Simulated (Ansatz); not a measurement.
## Computed properties of Ga$_{3}$Pt$_{2}$

Ga3Pt2:
```cif
data_Ga3Pt2
_chemical_formula_sum 'Pt2 Ga3'
_space_group_name_H-M_alt 'P-3m1'
_space_group_IT_number 164
_space_group_name_Hall '-P 3 2"'
_cell_length_a 4.24696
_cell_length_b 4.24696
_cell_length_c 5.23764
_cell_angle_alpha 90.000
_cell_angle_beta 90.000
_cell_angle_gamma 120.000
loop_
_atom_site_label
_atom_site_type_symbol
_atom_site_symmetry_multiplicity
_atom_site_Wyckoff_symbol
_atom_site_fract_x
_atom_site_fract_y
_atom_site_fract_z
_atom_site_occupancy
Pt1 Pt 2 d 0.33333 0.66667 0.16613 1
Ga1 Ga 1 a 0.00000 0.00000 0.00000 1
Ga2 Ga 2 d 0.66667 0.33333 0.35595 1
```

Space group P-3m1 (No. 164), La2O3 or Ni2Al3 type; conventional cell a = 4.2470 Å, b = 4.2470 Å, c = 5.2376 Å, α = 90.00°, β = 90.00°, γ = 120.00°.

Method: r²SCAN in the plane-wave PAW code Ansatz. Structure relaxed to zero pressure with the same functional. Other levels are named where they apply.

Cell and energy:

```
Property                                                       Value
-----------------------------------------------------  -------------
Volume per atom                                             16.36 Å³
Density                                                  12.16 g/cm³
Formation energy from the elements (no fitted shifts)  -0.64 eV/atom
```

Electronic structure:

```
Quantity                                                                    Result
------------------------------------  --------------------------------------------
Electronic character                                             metallic (no gap)
Density of states at the Fermi level  0.25 states/eV per atom (mean over ±0.08 eV)
```

Mechanics:

```
Property                               Result
----------------------------------  ---------
Bulk modulus (Birch–Murnaghan fit)  1510 kbar
Pressure derivative B′                    5.5
```

Charges:

```
Property                               Value
-------------  -----------------------------
Bader charges  Pt -1.14, Ga +0.76 to +0.77 e
```

The workflow started from an entry of the Crystallography Open Database (COD). Its standing as an ambient phase is unchecked. The cell was relaxed with r²SCAN under the symmetry of its start; whether a distortion lowers the energy is not shown. The run is not spin-polarised. Axis ratios of metals converge slowly with the k-mesh, so a and c are less sure than the volume. The references are the lowest solids computed at this level, not always the standard phases. Spin–orbit coupling is left out wherever it is not named.

Potentials: the later of the program's two PAW sets.
